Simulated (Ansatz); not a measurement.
KMgH3 (cubic perovskite, Pm-3m), a = b = c = 3.992 Å, α = β = γ = 90.00°.

Relaxed with r²SCAN.

Tabulate the valence density and the electron localisation function along the shortest K–Mg contact (3.46 Å), r²SCAN in the plane-wave PAW code Ansatz.



```tsv
distance from K (Å)	density (e/Å³)	ELF
0.35	4.00	0.78
0.52	3.08	0.86
0.69	1.82	0.88
0.86	0.86	0.83
1.04	0.36	0.65
1.21	0.15	0.25
1.38	0.07	0.05
1.56	0.05	0.02
1.73	0.04	0.03
1.90	0.05	0.05
2.07	0.05	0.06
2.25	0.06	0.05
2.42	0.08	0.02
2.59	0.15	0.04
2.77	0.62	0.23
2.94	3.76	0.43
3.11	12.89	0.38
```

The density is the valence pseudo-density with augmentation charge, so density and ELF within about 1 Å of a nucleus are not all-electron values.

The first step of the workflow began from a Materials Project structure, measured or hypothetical; the Crystallography Open Database files this formula in space group No. 221, but the cells were not matched. Its standing as an ambient phase is unchecked. The cell was relaxed with r²SCAN under the symmetry of its start; its stability against distortions is not shown here.

Potentials: the later of the program's two PAW sets.
